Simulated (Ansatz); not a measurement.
This Na4Au structure is the end of a relaxation. The cell was found from a structure generator's guess, not taken from experiment.

Computed with DFT PBE, scalar-relativistic, plane waves, PAW in Ansatz 0.2.0. Cutoff 420 eV, Γ-centred mesh, Gaussian smearing, no spin polarisation.

```xyz
5
Lattice="-3.4807 3.4807 3.4807 3.4807 -3.4807 3.4807 3.4807 3.4807 -3.4807" Properties=species:S:1:pos:R:3 pbc="T T T"
Na    1.7404    1.7404    1.7404
Na    1.7404    1.7404   -1.7404
Na    1.7404   -1.7404    1.7404
Na   -1.7404    1.7404    1.7404
Au    0.0000    0.0000    0.0000
```

Formation energies are uncorrected and refer to the elements' standard structures at the same level.

Q: Find its symmetry and describe it.

A: Im-3m (No. 229). Conventional cell: a = 6.961 Å. Na has 2 Au at 3.01 Å and 6 Na at 3.48 Å; Au has 8 Na at 3.01 Å.

Q: How far does it lie from the elements in energy?

A: −0.11 eV/atom. Whether it is stable depends on the other phases of the system, which aren't compared here.

Q: Is it a metal?

A: Yes, bands cross the Fermi level on the 8×8×8 mesh.

The last run used an 8×8×8 mesh for its 5-atom cell and Gaussian smearing of 0.10 eV. These runs have no spin–orbit coupling, which can matter for Au. A later test with randomly moved atoms led to a structure 42 meV/atom lower, so this end is a saddle point or a shallow minimum.
